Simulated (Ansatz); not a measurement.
The start is a generated trial cell of CrB4 in the AFLOW prototype AB4_tI10_87_a_h (D1_a, as in Ni4Mo). A full variable-cell relaxation at zero pressure is run with r2SCAN (plane waves to 500 eV, PAW, scalar-relativistic; Ansatz, a quantum-chemistry and plane-wave program). The first steps use a coarse 9×9×9 k-mesh.

The start:
```
CrB4
1.0
   -2.44988     2.44988     1.52646
    2.44988    -2.44988     1.52646
    2.44988     2.44988    -1.52646
Cr B
1 4
Direct
  0.00000   0.00000   0.00000
  0.80000   0.40000   0.20000
  0.20000   0.60000   0.80000
  0.40000   0.20000   0.60000
  0.60000   0.80000   0.40000
```
Spin-polarised start, with parallel moments on Cr.

Largest initial force: about 1.0 eV/Å, on B2, B3, B4, B5 (atoms numbered as listed)
Outcome: The space group stays I4/m (No. 87) (the run could not lower it); the end is AFLOW prototype AB4_tI10_87_a_h (D1_a, as in Ni4Mo), with 5 atoms in the primitive cell
Energy released: 0.27 eV/atom
Volume change: -7.1 %, from 7.33 to 6.81 Å³/atom
Band gap at the end: no gap (metallic)
Moments at the end: zero (the starting moments vanished)
Optimiser moves: 17

Relaxed structure:

```cif
data_B8Cr2
_chemical_formula_sum 'Cr2 B8'
_space_group_name_H-M_alt 'I4/m'
_space_group_IT_number 87
_space_group_name_Hall '-I 4'
_cell_length_a 5.06524
_cell_length_b 5.06524
_cell_length_c 2.65337
_cell_angle_alpha 90.000
_cell_angle_beta 90.000
_cell_angle_gamma 90.000
loop_
_atom_site_label
_atom_site_type_symbol
_atom_site_symmetry_multiplicity
_atom_site_Wyckoff_symbol
_atom_site_fract_x
_atom_site_fract_y
_atom_site_fract_z
_atom_site_occupancy
Cr1 Cr 2 a 0.00000 0.00000 0.00000 1
B1 B 8 h 0.39163 0.15927 0.00000 1
```
(The calculation used a cell of 5 atoms; values per cell refer to that cell.)

Final values are on a 14×14×14 k-mesh of the relaxed cell. No spin polarisation in the result: the starting moments vanished. A magnetic state may lie lower.

The run could not lose the symmetry of its start, so the end can be a saddle point.

The relaxed structure here is a generated cell of CrB4: the first start was made by placing the elements on the sites of a structure type, and the end was not matched to a known phase here, so it may be hypothetical.
